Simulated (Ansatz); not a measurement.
Relaxed-ion elastic tensor of LiNbO$_{3}$ in space group R-3 (No. 148; Li on 6c, Nb on 6c, O on 18f) in GPa (Voigt order), DFT-r²SCAN in the program Ansatz with PAW potentials; density 4.41 g/cm³, 11.13 Å³ per atom.

```
 225   109  19.2   9.2   7.4   0.0
 109   225  19.2  -9.2  -7.4   0.0
19.2  19.2   132   0.0   0.0   0.0
 9.2  -9.2   0.0  21.8   0.0  -7.4
 7.4  -7.4   0.0   0.0  21.8   9.2
 0.0   0.0   0.0  -7.4   9.2  58.0
```

Question: Is the crystal mechanically stable?

Answer: Yes: the smallest eigenvalue of C is 18.3 GPa.

Question: Work out the Voigt, Reuss and Hill averages.

Answer: K_V = 97.5, K_R = 83.3, K_H = 90.4; G_V = 49.3, G_R = 32.1, G_H = 40.7 GPa.

Question: Give Young's modulus, Poisson's ratio, Pugh's ratio and the universal anisotropy index.

Answer: E = 9KG/(3K + G) = 106 GPa; ν = 0.30; K/G = 2.22 (ductile by the Pugh limit of 1.75); A_U = 5G_V/G_R + K_V/K_R − 6 = 2.84.

Question: Estimate the sound speeds and the Debye temperature.

Answer: v_l = √((K + 4G/3)/ρ) = 5730 m/s, v_t = √(G/ρ) = 3040 m/s, mean 3400 m/s; Θ = (h/k)(3n/4πV)^(1/3) v_m = 453 K.

Question: Solve the Christoffel equation for the three sound speeds along x, y, z.

Answer: Eigenvalues of C_ijkl n_j n_l equal ρv². In km/s, slowest first: x 2.09, 3.69, 7.15; y 2.12, 3.67, 7.15; z 2.22, 2.22, 5.48.

Question: How much does each axis shrink under pressure?

Answer: Linear compressibilities β_i = Σ_j S_ij (j = 1 to 3): x 2.6, y 2.6, z 6.8 per TPa.

The first step of the workflow began from a Materials Project structure, measured or hypothetical; the Crystallography Open Database files this formula in space group No. 148, but the cells were not matched. It is not the phase usual at ambient conditions (space group No. 161). The r²SCAN relaxation kept the symmetry of its start; whether a distortion lowers the energy is not shown. The run is not spin-polarised.

Potentials: the earlier of the program's two PAW sets. The files were generated under PBE; for other functionals the program regenerates the frozen cores, and for LDA and PBEsol the local potential too.
